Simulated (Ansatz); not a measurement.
Relaxed AlN (zinc blende):

```
AlN
1.0
    0.00000     4.40321     4.40321
    2.20161     2.20161     4.40321
    2.20161     2.20161     0.00000
N Al
2 2
Cartesian
  3.30241   7.70562   7.70562
  3.30241   5.50402   5.50402
  0.00000   0.00000   0.00000
  2.20161   4.40321   6.60482
```

The atoms are displaced by Q × the pattern below (from a DFPT mode at X = (0.5, 0.5, 0.0), largest move 1; Q in Å), at fixed cell. (q is in reciprocal vectors of the primitive cell; the cell shown is doubled to hold the pattern.)

| atom | x | y | z |
|---|---|---|---|
| N1 | 0.000 | 0.000 | 1.000 |
| N2 | 0.000 | 0.000 | -1.000 |

Atoms not listed stay in place.

These are PBE (plane waves to 420 eV, PAW, scalar-relativistic; Ansatz, a first-principles code) values and carry that method's errors. k mesh 13×13×13 (Γ-centred), Fermi-Dirac smearing 0.05 eV. E stands for the smeared free energy. AlN was relaxed with its symmetry unable to fall. The zero of ΔE is the undisplaced structure.

```
Q (Å)   ΔE (meV/cell)
------  -------------
-0.180            797
-0.150       withheld
-0.120            356
-0.090            201
-0.060             89
-0.030             22
0.000               0
0.030              22
0.060              89
0.090             201
0.120             356
0.150        withheld
0.180             797
```

Question: Fit an even polynomial form (powers 2, 4) to the given rows and predict ΔE at Q = -0.150.

Answer: Least squares on the 11 given rows: ΔE = (24830)·Q² + (-7215)·Q⁴, in meV/cell with Q in Å; root-mean-square residual 0.2 meV/cell. At -0.150 the fit gives 555 meV/cell; the calculation gives 555 meV/cell, the same to the digits shown. The quadratic term alone would give 559 meV/cell.

(For displaced atoms, the force is minus the slope of the energy, and its curvature is a force constant, which sets phonon frequencies.)
